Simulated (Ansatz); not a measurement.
Fe: one input, then a changed one

The geometry is COD entry 7204904, unchecked; take it as a test cell. It differs from other determinations.

First run: DFT, PBE, all-electron LAPW, scalar-relativistic (Ansatz 0.2.0).

Command: `ansatz run input.yaml --threads 1 --pin off --max-ram 3072MiB --backend cpu --events-out ev --progress --plain --runs-dir out` The run took about 73 s on 1 thread of a shared machine.

```yaml
crystal:
  lattice:
    - [-1.443, 1.443, 1.443]
    - [1.443, -1.443, 1.443]
    - [1.443, 1.443, -1.443]
  atoms:
    - { symbol: Fe, position: [0.0, 0.0, 0.0], spin: 3.0 }
magnetization:
  spin_polarized: true
kpoints:
  mp_grid: { grid: [16, 16, 16] }
scf:
  occupations: { method: fermi_dirac, width: 0.05 }
hamiltonian:
  xc: pbe
  pseudopotentials: { kind: all_electron, lapw: { basis_error: 0.001 } }
output:
  forces: true
  stress: true
relax:
  f_tol: 0.005
  max_steps: 80
  cell: {}
```

Result: converged; relaxed volume 11.345 Å³/atom; moment 2.16 μB; 27 SCF iterations in all.

A second input differs as follows:

```diff
@@ -11,5 +11,6 @@
   mp_grid: { grid: [16, 16, 16] }
 scf:
-  occupations: { method: fermi_dirac, width: 0.05 }
+  occupations: { method: fixed }
+  max_iter: 60
 hamiltonian:
   xc: pbe
```

Task: What is wrong with it, and what does the program do?

Result: The fault is fixed occupations whatever the gap. The run refused before any iteration. The log ends:
```
Error: inconsistent input (scf.occupations.method, magnetization): a σ = 0 step fill (method: fixed, or a smearing width below the step floor) with no hard lock on the total moment puts the same N_el/2 bands in each spin channel, which gives a total moment of zero, but the starting moments sum to +3.0000 μB; make the starting moments (crystal.atoms[].spin / magnetization.per_species / magnetization.initial_magnetization) sum to zero, or set magnetization.spin_locking.lock_magnetization: hard with an even integer magnetization.initial_magnetization, or use a smearing method with a finite width, such as fermi_dirac
```
